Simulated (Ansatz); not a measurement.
Consider a crystal of Mg2AlCoC6N6 in space group Fm-3m (No. 225), with Mg on 8c; Al on 4b; Co on 4a; C on 24e; N on 24e. Recipe of this trial structure of Mg2AlCoC6N6: cyanide-bridged rock-salt net of two metals, 2 guest cations a cell.

These are results of Ansatz, DFT PBE, scalar-relativistic, plane waves, PAW, not measurements. Cutoff 420 eV, Γ-centred mesh, Gaussian smearing, no spin polarisation.

Formation energies are uncorrected and refer to the elements' standard structures at the same level (N₂ as a molecule).

Task: Which cell and coordinates does it relax to?

Result:

Space group Fm-3m (No. 225). a = 10.112 Å, b = 10.112 Å, c = 10.112 Å, α = 90.00°, β = 90.00°, γ = 90.00°
| atom | site | symmetry | x | y | z |
| --- | --- | --- | --- | --- | --- |
| Mg | 8c | -43m | 0.2500 | 0.7500 | 0.7500 |
| Al | 4b | m-3m | 0.5000 | 0.0000 | 0.0000 |
| Co | 4a | m-3m | 0.0000 | 0.0000 | 0.0000 |
| C | 24e | 4m.m | 0.1878 | 0.0000 | 0.0000 |
| N | 24e | 4m.m | 0.3033 | 0.0000 | 0.0000 |

Mg is surrounded by 12 N at 3.62 Å and 12 C at 3.63 Å (long contacts); Al has 6 N at 1.99 Å; around Co lie 6 C at 1.90 Å; C is surrounded by 1 N at 1.17 Å, 1 Co at 1.90 Å, 4 C at 2.69 Å, 1 Al at 3.16 Å, 4 N at 3.61 Å, 4 Mg at 3.63 Å and 4 N at 3.73 Å; around N lie 1 C at 1.17 Å, 1 Al at 1.99 Å, 4 N at 2.81 Å, 1 Co at 3.07 Å, 4 C at 3.61 Å, 4 Mg at 3.62 Å and 4 C at 3.73 Å. Another local minimum with the same sites may exist.

Task: And its energy and gap?

Result: The energy over the elements is +0.273 eV/atom. The gap on the 6×6×6 mesh of the 16-atom cell is 0.07 eV. A positive value: parting into the elements would lower its energy.

The last run used Gaussian smearing of 0.10 eV. The reference form of C is held partly by dispersion forces, which this level lacks. Trial moments died out on the coarse mesh, so the last step has no spin; another magnetic start might hold. A gap this small is below the smearing, so the run can't tell it from none. A structure relaxed within its symmetry needn't be a true minimum.
